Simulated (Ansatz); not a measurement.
ZnS:
```xyz
16
Lattice="3.8096 0.0000 0.0000 -1.9048 3.2992 0.0000 0.0000 0.0000 24.9124" Properties=species:S:1:pos:R:3 pbc="T T T"
Zn     0.0000     2.1995    18.6851
Zn     1.9048     1.0997     6.2289
Zn     0.0000     2.1995     3.1126
Zn     1.9048     1.0997    15.5688
Zn     0.0000     0.0000     0.0009
Zn     0.0000     0.0000    12.4571
Zn     1.9048     1.0997    21.8022
Zn     0.0000     2.1995     9.3460
S      0.0000     0.0000    14.7910
S      0.0000     0.0000     2.3348
S      1.9048     1.0997    24.1353
S      0.0000     2.1995    11.6791
S      0.0000     2.1995     5.4463
S      1.9048     1.0997    17.9025
S      1.9048     1.0997     8.5668
S      0.0000     2.1995    21.0230
```

Relaxed with r²SCAN. Plane-wave PAW r²SCAN (Ansatz code) gives a gap of 2.72 eV.

Problem. What gap does HSE06 give on the same cell (Ansatz, PAW)?

Solution. 3.39 eV, 0.67 eV more. The hybrid was solved on a coarser mesh and at special points; its gap is the smallest among all of these.

Cost on shared cores: the r²SCAN run (SCF on a 8×8×2 mesh, then bands and DOS) around 11 core-minutes (rough), the HSE06 run (SCF on 5×5×1, then a few points) about 7 core-minutes (a rough figure); the tasks are unlike.

Space group P6_3mc. The first step of the workflow began from a Materials Project structure, measured or hypothetical. Its sites differ from those of the usual phase in this space group: another stacking or structure type. The r²SCAN relaxation kept the symmetry of its start; whether a distortion lowers the energy is not shown.

Potentials: the later of the program's two PAW sets.
